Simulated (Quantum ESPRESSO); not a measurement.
## Calculated data, Ge7As (made-up cell)

All values are calculated (Quantum ESPRESSO 7.5). Calculation on a made-up crystal cell, not a measurement: periodic Kohn-Sham density functional theory in plane waves with PseudoDojo standard norm-conserving scalar-relativistic pseudopotentials, each functional with its own files (v0.5 for PBE, v0.4.1 for LDA and PBEsol), no spin polarisation, no spin-orbit coupling, atoms not relaxed, stress positive in tension, energies less a fixed whole-eV offset for each atom's element; levels are Kohn-Sham levels at fractions of this cell's reciprocal vectors, counted from the reference band (half the neutral cell's valence electrons, rounded up) at Gamma; error bars cover cutoff and k-mesh only, not smearing or the files; added strain carries the atoms with the cell, and shear is the tensor component; each bar is the largest change over components, and at least 0.002 eV, 0.002 eV per angstrom or 0.02 GPa; energies are for the whole cell, and the offsets were chosen from early runs and are not element reference energies.

Common to all runs: lattice type zincblende/diamond; functional pbe; cutoff 1143 eV; fermi dirac smearing 0.1 eV; scf tolerance 1e-07 eV; electrons removed 0; k mesh 6 x 6 x 6, shifted by half a step.

(1) 
```xyz
8
Lattice="5.5367 0.0192 0.0738 0.0192 5.6944 0.0016 0.0738 0.0016 5.5659" Properties=species:S:1:pos:R:3 formula=Ge7As free_energy_less_offsets=-1.671 smearing_term_minus_ts=-0.0834 scf_iterations=10 pressure=8.72 stress_xx=-9.333 stress_yy=-7.911 stress_zz=-8.915 stress_yz=0.9198 stress_xz=4.34 stress_xy=-3.44 fermi_level=0.6562 reference_band=57 error_bar_energy=0.00621 error_bar_stress=0.04927 error_bar_force=0.01429 error_bar_next_band_up=0.002 error_bar_fermi_level=0.01984 error_bars_from=tighter_rerun_of_a_related_cell
Ge    -0.0412    -0.0424     0.0284
Ge    -0.0041     2.8298     2.8752
Ge     2.7278    -0.1889     2.9677
Ge     2.6643     2.7420     0.0415
Ge     1.4095     1.4009     1.4869
Ge     1.3519     4.2821     4.2043
Ge     4.0637     1.3736     4.1502
As     4.2035     4.1864     1.4187
```

Units: free_energy_less_offsets, smearing_term_minus_ts, fermi_level, error_bar_energy, error_bar_next_band_up, error_bar_fermi_level in eV; pressure, stress_xx, stress_yy, stress_zz, stress_yz, stress_xz, stress_xy, error_bar_stress in GPa; error_bar_force in eV/Å.

Atoms:
```tsv
atoms element	atom site	atom energy offset (eV)
Ge	1	-2430
Ge	2	-2430
Ge	3	-2430
Ge	4	-2430
Ge	5	-2430
Ge	6	-2430
Ge	7	-2430
As	8	-2887
```

Forces:
```tsv
site	x (eV/Å)	y (eV/Å)	z (eV/Å)
1	-0.1143	1.783	-0.08219
2	0.2107	-0.5397	-0.3106
3	0.9302	1.564	-2.163
4	0.1638	0.7485	-0.5509
5	-0.5078	-1.114	0.559
6	-0.5423	-1.802	1.401
7	0.7391	-0.302	0.9067
8	-0.8794	-0.3382	0.2396
```

Levels:
```tsv
level k point	next band up (eV)
Gamma	0.2983
(1/2,1/2,1/2)	0.07347
(0.15,0,0)	0.6665
(0,0.15,0)	0.6315
(0,0,0.15)	0.5223
```

(2) 
```xyz
8
Lattice="5.5367 0.0192 0.0738 0.0192 5.6944 0.0016 0.0738 0.0016 5.5659" Properties=species:S:1:pos:R:3 formula=Ge7As free_energy_less_offsets=-1.706 smearing_term_minus_ts=-0.08271 scf_iterations=10 pressure=8.724 stress_xx=-9.284 stress_yy=-7.815 stress_zz=-9.074 stress_yz=0.8306 stress_xz=4.436 stress_xy=-2.837 fermi_level=0.7034 reference_band=57 error_bar_energy=0.00621 error_bar_stress=0.04927 error_bar_force=0.01429 error_bar_next_band_up=0.002 error_bar_fermi_level=0.01984 error_bars_from=tighter_rerun_of_a_related_cell
Ge    -0.0412    -0.0424     0.0284
Ge    -0.0041     2.8298     2.8752
Ge     2.7278    -0.1889     2.9677
Ge     2.6643     2.7420     0.0415
Ge     1.4095     1.4009     1.4869
Ge     1.3519     4.2821     4.2043
Ge     4.0637     1.3736     4.2079
As     4.2035     4.1864     1.4187
```

Units: free_energy_less_offsets, smearing_term_minus_ts, fermi_level, error_bar_energy, error_bar_next_band_up, error_bar_fermi_level in eV; pressure, stress_xx, stress_yy, stress_zz, stress_yz, stress_xz, stress_xy, error_bar_stress in GPa; error_bar_force in eV/Å.

Atoms:
```tsv
atoms element	atom site	atom energy offset (eV)
Ge	1	-2430
Ge	2	-2430
Ge	3	-2430
Ge	4	-2430
Ge	5	-2430
Ge	6	-2430
Ge	7	-2430
As	8	-2887
```

Forces:
```tsv
site	x (eV/Å)	y (eV/Å)	z (eV/Å)
1	-0.01061	1.693	0.04527
2	0.07133	-0.6718	-0.1756
3	1.076	1.737	-2.019
4	-0.02126	0.9237	-0.3456
5	-0.5112	-1.112	0.5877
6	-0.548	-1.802	1.35
7	0.823	-0.4337	0.2884
8	-0.8793	-0.3349	0.2696
```

Levels:
```tsv
level k point	next band up (eV)
Gamma	0.3991
(1/2,1/2,1/2)	0.1316
(0.15,0,0)	0.7205
(0,0.15,0)	0.7213
(0,0,0.15)	0.5829
```

(3) 
```xyz
8
Lattice="5.5367 0.0192 0.0738 0.0192 5.6944 0.0016 0.0738 0.0016 5.5659" Properties=species:S:1:pos:R:3 formula=Ge7As free_energy_less_offsets=-1.708 smearing_term_minus_ts=-0.08261 scf_iterations=10 pressure=8.729 stress_xx=-9.284 stress_yy=-7.809 stress_zz=-9.095 stress_yz=0.8173 stress_xz=4.45 stress_xy=-2.748 fermi_level=0.7103 reference_band=57 error_bar_energy=0.00621 error_bar_stress=0.04927 error_bar_force=0.01429 error_bar_next_band_up=0.002 error_bar_fermi_level=0.01984 error_bars_from=tighter_rerun_of_this_cell
Ge    -0.0412    -0.0424     0.0284
Ge    -0.0041     2.8298     2.8752
Ge     2.7278    -0.1889     2.9677
Ge     2.6643     2.7420     0.0415
Ge     1.4095     1.4009     1.4869
Ge     1.3519     4.2821     4.2043
Ge     4.0637     1.3736     4.2164
As     4.2035     4.1864     1.4187
```

Units: free_energy_less_offsets, smearing_term_minus_ts, fermi_level, error_bar_energy, error_bar_next_band_up, error_bar_fermi_level in eV; pressure, stress_xx, stress_yy, stress_zz, stress_yz, stress_xz, stress_xy, error_bar_stress in GPa; error_bar_force in eV/Å.

Atoms:
```tsv
atoms element	atom site	atom energy offset (eV)
Ge	1	-2430
Ge	2	-2430
Ge	3	-2430
Ge	4	-2430
Ge	5	-2430
Ge	6	-2430
Ge	7	-2430
As	8	-2887
```

Forces:
```tsv
site	x (eV/Å)	y (eV/Å)	z (eV/Å)
1	0.005579	1.678	0.06469
2	0.05167	-0.6904	-0.1557
3	1.097	1.762	-1.998
4	-0.05014	0.9513	-0.3145
5	-0.5117	-1.111	0.592
6	-0.5488	-1.802	1.342
7	0.836	-0.4538	0.1957
8	-0.8793	-0.3344	0.274
```

Levels:
```tsv
level k point	next band up (eV)
Gamma	0.4137
(1/2,1/2,1/2)	0.1404
(0.15,0,0)	0.7281
(0,0.15,0)	0.733
(0,0,0.15)	0.592
```
